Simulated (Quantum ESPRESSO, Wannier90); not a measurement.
Tight-binding from DFT: ZrO2 (fluorite)

```
begin unit_cell_cart
ang
    0.0000000000    2.5450750000    2.5450750000
    2.5450750000    0.0000000000    2.5450750000
    2.5450750000    2.5450750000    0.0000000000
end unit_cell_cart
begin atoms_frac
Zr   0.0000000000  0.0000000000  0.0000000000
O    0.2500000000  0.2500000000  0.2500000000
O   -0.2500000000 -0.2500000000 -0.2500000000
end atoms_frac
```

Materials Project entry mp-1565; symmetrised, unrelaxed at this level. COD (Crystallography Open Database) records the formula in this space group. Ideal cubic forms of this type are often high-temperature phases that distort on cooling; symmetry holds the cell here, and its stability was not tested. Level: PBEsol, no spin polarisation, no spin-orbit coupling; pw.x of Quantum ESPRESSO at 68 Ry with PseudoDojo potentials, 10×10×10 k-points, Wannier90. Density: 10×10×10 mesh, cold smearing 0.01 Ry.

A tight-binding model is made by disentanglement and projection with no localisation steps (num_iter = 0), so the 11 orbitals stay atom-like: hydrogen-like Zr: d; O: p, axes along x, y, z; frozen window up to 4.80 eV relative to the valence-band maximum. It follows pw.x to 0.2 meV rms for states up to 4.3 eV relative to the valence-band maximum. Matrix elements depend on this choice of orbitals and windows.

**Question.** Which pairs of orbitals on different sites are coupled most strongly? Give distance, modulus and how many such pairs a cell has.

**Answer.** 
| orbital | orbital | distance of the centres (Å) | modulus (eV) | pairs |
|---|---|---|---|---|
| O px | Zr dyz | 2.20 | 1.10 | 8 |
| O pz | Zr dxy | 2.20 | 1.10 | 8 |
| O py | Zr dxz | 2.20 | 1.10 | 8 |
| O pz | O pz | 2.55 | 0.78 | 2 |
| O py | O py | 2.55 | 0.78 | 2 |
| O px | O px | 2.55 | 0.78 | 2 |
| O pz | Zr dz2 | 2.20 | 0.69 | 8 |
| O pz | Zr dxz | 2.20 | 0.62 | 8 |
| O pz | Zr dyz | 2.20 | 0.62 | 8 |
| O px | Zr dxy | 2.20 | 0.62 | 8 |
| O py | Zr dyz | 2.20 | 0.62 | 8 |
| O px | Zr dxz | 2.20 | 0.62 | 8 |
| O py | Zr dxy | 2.20 | 0.62 | 8 |
| O px | Zr dx2-y2 | 2.20 | 0.60 | 8 |
| O py | Zr dx2-y2 | 2.20 | 0.60 | 8 |
| O px | Zr dz2 | 2.20 | 0.34 | 8 |
| O py | Zr dz2 | 2.20 | 0.34 | 8 |
| O px | O px | 2.55 | 0.23 | 4 |
| O py | O py | 2.55 | 0.23 | 4 |
| O pz | O pz | 2.55 | 0.23 | 4 |
| Zr dz2 | Zr dz2 | 3.60 | 0.16 | 2 |
| Zr dx2-y2 | Zr dx2-y2 | 3.60 | 0.14 | 2 |
| Zr dx2-y2 | Zr dz2 | 3.60 | 0.13 | 8 |
| O px | O py | 3.60 | 0.10 | 8 |
| O py | O pz | 3.60 | 0.10 | 8 |
| O px | O pz | 3.60 | 0.10 | 8 |
| Zr dx2-y2 | Zr dx2-y2 | 3.60 | 0.08 | 4 |
| O px | O px | 3.60 | 0.07 | 8 |
| O py | O py | 3.60 | 0.07 | 8 |
| O pz | O pz | 3.60 | 0.07 | 8 |
